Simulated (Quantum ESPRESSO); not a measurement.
# PSi2AlC4: finding a planted mistake in a log

Computed values, not a measurement. The program is pw.x of Quantum ESPRESSO 7.5 (plane-wave density functional theory). The cell is made up: 8 atoms on a wurtzite lattice, with randomly drawn elements, strain and displacements, not relaxed. PseudoDojo standard norm-conserving files (v0.5 for PBE, v0.4.1 for LDA and PBEsol) set the functional; there is no spin polarisation, spin-orbit coupling or dispersion term, and the masses in the input are unused placeholders.

Intended input:

```
&control calculation='scf', pseudo_dir='./dojo.nc.sr.pbe.v0_5.standard.upf', outdir='./o', disk_io='medium', tprnfor=.true., tstress=.true. /
&system ibrav=0, nat=8, ntyp=4, nbnd=22, ecutwfc=82.02448710, nosym=.true., tot_charge=0,
 occupations='smearing', smearing='fd', degauss=0.0018374661
/
&electrons conv_thr=7.350e-09, electron_maxstep=60, /
ATOMIC_SPECIES
Al 1.0 Al.upf
C 1.0 C.upf
P 1.0 P.upf
Si 1.0 Si.upf
CELL_PARAMETERS angstrom
3.0818 -0.0406 -0.0561
-0.0704 5.3202 -0.0205
-0.0916 -0.0193 5.0537
ATOMIC_POSITIONS angstrom
P 0.0276 -0.0149 -0.0356
Si 1.4662 2.6507 0.039
Al 1.4526 0.7964 2.4926
Si -0.0997 3.509 2.535
C -0.0563 0.0621 1.8939
C 1.4326 2.5823 1.8873
C 1.4067 0.8482 4.4053
C -0.1026 3.4976 4.4347
K_POINTS automatic
6 4 4 1 1 1
```

The log is shortened where brackets say so; the opening notice, blank lines, dates and the lines on written files are dropped, and the path of the files is cut. It prints rydbergs, bohrs and kilobars, and counts compression as positive stress.

Log of the intended run:

```
     Program PWSCF v.7.5
     Parallel version (MPI & OpenMP), running on       1 processor cores
     Number of MPI processes:                 1
     Threads/MPI process:                     1
     [start-up lines left out]
     bravais-lattice index     =            0
     lattice parameter (alat)  =       5.8252  a.u.
     unit-cell volume          =     558.8718 (a.u.)^3
     number of atoms/cell      =            8
     number of atomic types    =            4
     number of electrons       =        32.00
     number of Kohn-Sham states=           22
     kinetic-energy cutoff     =      82.0245  Ry
     charge density cutoff     =     328.0979  Ry
     scf convergence threshold =      7.3E-09
     mixing beta               =       0.7000
     number of iterations used =            8  plain     mixing
     Exchange-correlation= PBE
                           (   1   4   3   4   0   0   0)
     [axes and pseudopotential details left out]
   Cartesian axes
     site n.     atom                  positions (alat units)
         1        P      tau(   1) = (   0.0089535  -0.0048336  -0.0115488  )
         2        Si     tau(   2) = (   0.4756409   0.8598972   0.0126517  )
         3        Al     tau(   3) = (   0.4712290   0.2583552   0.8086089  )
         4        Si     tau(   4) = (  -0.0323431   1.1383329   0.8223636  )
         5        C      tau(   5) = (  -0.0182639   0.0201455   0.6143884  )
         6        C      tau(   6) = (   0.4647409   0.8377079   0.6122473  )
         7        C      tau(   7) = (   0.4563388   0.2751593   1.4290961  )
         8        C      tau(   8) = (  -0.0332838   1.1346347   1.4386335  )
     number of k points=    48  Fermi-Dirac smearing, width (Ry)=  0.0018
                       cart. coord. in units 2pi/alat
        k(    1) = (   0.0857488   0.0738618   0.0780819), wk =   0.0416667
        k(    2) = (   0.0885339   0.0744865   0.2306259), wk =   0.0416667
     [further k points left out]
     Dense  grid:    56071 G-vectors     FFT dimensions: (  36,  60,  60)
     Estimated max dynamical RAM per process >      66.18 MB
     Initial potential from superposition of free atoms
     starting charge      31.9960, renormalised to      32.0000
     Starting wfcs are   32 randomized atomic wfcs
     total cpu time spent up to now is        6.9 secs
     per-process dynamical memory:    53.3 Mb
     Self-consistent Calculation
     iteration #  1     ecut=    82.02 Ry     beta= 0.70
     Davidson diagonalization with overlap
     ethr =  1.00E-02,  avg # of iterations =  3.4
     total cpu time spent up to now is       20.1 secs
     total energy              =     -82.71449429 Ry
     estimated scf accuracy    <       2.05040114 Ry
     iteration #  2     ecut=    82.02 Ry     beta= 0.70
     Davidson diagonalization with overlap
     ethr =  6.41E-03,  avg # of iterations =  2.4
     total cpu time spent up to now is       31.9 secs
     total energy              =     -82.99163364 Ry
     estimated scf accuracy    <       2.01634504 Ry
     [iterations 3 to 10 left out]
     iteration # 11     ecut=    82.02 Ry     beta= 0.70
     Davidson diagonalization with overlap
     ethr =  1.00E-09,  avg # of iterations =  3.7
     total cpu time spent up to now is      130.0 secs
     total energy              =     -83.52763609 Ry
     estimated scf accuracy    <       0.00000019 Ry
     iteration # 12     ecut=    82.02 Ry     beta= 0.70
     Davidson diagonalization with overlap
     ethr =  6.07E-10,  avg # of iterations =  2.1
     total cpu time spent up to now is      137.8 secs
     End of self-consistent calculation
     [lines on levels left out]
!    total energy              =     -83.52763614 Ry
     estimated scf accuracy    <          7.1E-09 Ry
     smearing contrib. (-TS)   =      -0.00000000 Ry
     internal energy E=F+TS    =     -83.52763614 Ry
     The total energy is F=E-TS. E is the sum of the following terms:
     one-electron contribution =      20.98644501 Ry
     hartree contribution      =       9.86359875 Ry
     xc contribution           =     -30.26867758 Ry
     ewald contribution        =     -84.10900233 Ry
     convergence has been achieved in  12 iterations
     Forces acting on atoms (cartesian axes, Ry/au):
     atom    1 type  3   force =    -0.03497253   -0.00631822    0.12543012
     atom    2 type  4   force =     0.04309588   -0.01937023    0.03141162
     atom    3 type  1   force =     0.05648202    0.04303148   -0.01369807
     atom    4 type  4   force =    -0.00175956    0.02287482   -0.07337784
     atom    5 type  2   force =    -0.04771815   -0.17210223   -0.11759691
     atom    6 type  2   force =     0.00252881    0.10506413   -0.00454548
     atom    7 type  2   force =     0.02750192   -0.03596792    0.05695844
     atom    8 type  2   force =    -0.04515839    0.06278818   -0.00458188
     Total force =     0.315346     Total SCF correction =     0.000090
     Computing stress (Cartesian axis) and pressure
          total   stress  (Ry/bohr**3)                   (kbar)     P=       80.79
   0.00077925   0.00039865   0.00047590          114.63       58.64       70.01
   0.00039865   0.00043371   0.00010060           58.64       63.80       14.80
   0.00047590   0.00010060   0.00043464           70.01       14.80       63.94
     init_run     :      6.64s CPU      6.76s WALL (       1 calls)
     electrons    :    119.08s CPU    130.89s WALL (       1 calls)
     forces       :      1.37s CPU      1.39s WALL (       1 calls)
     stress       :      5.30s CPU      5.34s WALL (       1 calls)
     [timing details left out]
     PWSCF        :   2m12.56s CPU   2m24.63s WALL
     JOB DONE.
```

A second run was made from an input with one planted mistake. Its log:

```
     Program PWSCF v.7.5
     Parallel version (MPI & OpenMP), running on       1 processor cores
     Number of MPI processes:                 1
     Threads/MPI process:                     1
     [start-up lines left out]
     bravais-lattice index     =            0
     lattice parameter (alat)  =       5.8252  a.u.
     unit-cell volume          =     558.8718 (a.u.)^3
     number of atoms/cell      =            8
     number of atomic types    =            4
     number of electrons       =        32.00
     number of Kohn-Sham states=           22
     kinetic-energy cutoff     =      82.0245  Ry
     charge density cutoff     =     328.0979  Ry
     scf convergence threshold =      1.5E-02
     mixing beta               =       0.7000
     number of iterations used =            8  plain     mixing
     Exchange-correlation= PBE
                           (   1   4   3   4   0   0   0)
     [axes and pseudopotential details left out]
   Cartesian axes
     site n.     atom                  positions (alat units)
         1        P      tau(   1) = (   0.0089535  -0.0048336  -0.0115488  )
         2        Si     tau(   2) = (   0.4756409   0.8598972   0.0126517  )
         3        Al     tau(   3) = (   0.4712290   0.2583552   0.8086089  )
         4        Si     tau(   4) = (  -0.0323431   1.1383329   0.8223636  )
         5        C      tau(   5) = (  -0.0182639   0.0201455   0.6143884  )
         6        C      tau(   6) = (   0.4647409   0.8377079   0.6122473  )
         7        C      tau(   7) = (   0.4563388   0.2751593   1.4290961  )
         8        C      tau(   8) = (  -0.0332838   1.1346347   1.4386335  )
     number of k points=    48  Fermi-Dirac smearing, width (Ry)=  0.0018
                       cart. coord. in units 2pi/alat
        k(    1) = (   0.0857488   0.0738618   0.0780819), wk =   0.0416667
        k(    2) = (   0.0885339   0.0744865   0.2306259), wk =   0.0416667
     [further k points left out]
     Dense  grid:    56071 G-vectors     FFT dimensions: (  36,  60,  60)
     Estimated max dynamical RAM per process >      66.18 MB
     Initial potential from superposition of free atoms
     starting charge      31.9960, renormalised to      32.0000
     Starting wfcs are   32 randomized atomic wfcs
     total cpu time spent up to now is        5.9 secs
     per-process dynamical memory:    53.3 Mb
     Self-consistent Calculation
     iteration #  1     ecut=    82.02 Ry     beta= 0.70
     Davidson diagonalization with overlap
     ethr =  1.00E-02,  avg # of iterations =  3.4
     total cpu time spent up to now is       15.6 secs
     total energy              =     -82.71449429 Ry
     estimated scf accuracy    <       2.05040114 Ry
     iteration #  2     ecut=    82.02 Ry     beta= 0.70
     Davidson diagonalization with overlap
     ethr =  6.41E-03,  avg # of iterations =  2.4
     total cpu time spent up to now is       25.3 secs
     total energy              =     -82.99163364 Ry
     estimated scf accuracy    <       2.01634504 Ry
     iteration #  3     ecut=    82.02 Ry     beta= 0.70
     Davidson diagonalization with overlap
     ethr =  6.30E-03,  avg # of iterations =  2.0
     total cpu time spent up to now is       32.5 secs
     total energy              =     -83.50571581 Ry
     estimated scf accuracy    <       0.19299089 Ry
     iteration #  4     ecut=    82.02 Ry     beta= 0.70
     Davidson diagonalization with overlap
     ethr =  6.03E-04,  avg # of iterations =  2.3
     total cpu time spent up to now is       41.3 secs
     total energy              =     -83.51918891 Ry
     estimated scf accuracy    <       0.02625614 Ry
     iteration #  5     ecut=    82.02 Ry     beta= 0.70
     Davidson diagonalization with overlap
     ethr =  8.21E-05,  avg # of iterations =  8.5
     total cpu time spent up to now is       52.7 secs
     End of self-consistent calculation
     [lines on levels left out]
!    total energy              =     -83.52689488 Ry
     estimated scf accuracy    <       0.00140006 Ry
     smearing contrib. (-TS)   =      -0.00000000 Ry
     internal energy E=F+TS    =     -83.52689488 Ry
     The total energy is F=E-TS. E is the sum of the following terms:
     one-electron contribution =      20.94743595 Ry
     hartree contribution      =       9.91451929 Ry
     xc contribution           =     -30.27984779 Ry
     ewald contribution        =     -84.10900233 Ry
     convergence has been achieved in   5 iterations
     Forces acting on atoms (cartesian axes, Ry/au):
     atom    1 type  3   force =    -0.03464005   -0.00639131    0.12898941
     atom    2 type  4   force =     0.04283291   -0.01869922    0.03527831
     atom    3 type  1   force =     0.05606496    0.04307599   -0.01646854
     atom    4 type  4   force =    -0.00202525    0.02127075   -0.07636853
     atom    5 type  2   force =    -0.04713831   -0.17278320   -0.12019766
     atom    6 type  2   force =     0.00282278    0.10511934   -0.00477935
     atom    7 type  2   force =     0.02663888   -0.03642581    0.05640530
     atom    8 type  2   force =    -0.04455592    0.06483345   -0.00285894
     Total force =     0.319196     Total SCF correction =     0.069332
     SCF correction compared to forces is large: reduce conv_thr to get better values
     Computing stress (Cartesian axis) and pressure
          total   stress  (Ry/bohr**3)                   (kbar)     P=       85.29
   0.00081020   0.00039719   0.00047719          119.19       58.43       70.20
   0.00039719   0.00047592   0.00009976           58.43       70.01       14.68
   0.00047719   0.00009976   0.00045320           70.20       14.68       66.67
     init_run     :      5.71s CPU      5.82s WALL (       1 calls)
     electrons    :     41.98s CPU     47.42s WALL (       1 calls)
     forces       :      2.16s CPU      2.19s WALL (       1 calls)
     stress       :      7.90s CPU      7.94s WALL (       1 calls)
     [timing details left out]
     PWSCF        :     57.95s CPU   1m 3.86s WALL
     JOB DONE.
```

Question: what was wrong in the second input?

Answer: the self-consistency threshold is too loose. The input lines that differ, file-writing options aside:

```
- &electrons conv_thr=7.350e-09, electron_maxstep=60, /
+ &electrons conv_thr=1.470e-02, electron_maxstep=60, /
```

```
                                            intended run  run with the mistake
                          free energy (eV)     -1136.451             -1136.441
                    smearing term -TS (eV)        0.0000                0.0000
                            pressure (GPa)          8.08                  8.53
            largest force component (eV/Å)         4.425                 4.442
largest change of a force component (eV/Å)                               0.099
                                iterations            12                     5
```

For scale, a rerun of the intended cell at 1347 eV and a 8 x 6 x 6 mesh moved values by no more than 0.003 eV in energy, 0.15 GPa in stress and 0.007 eV/Å in force.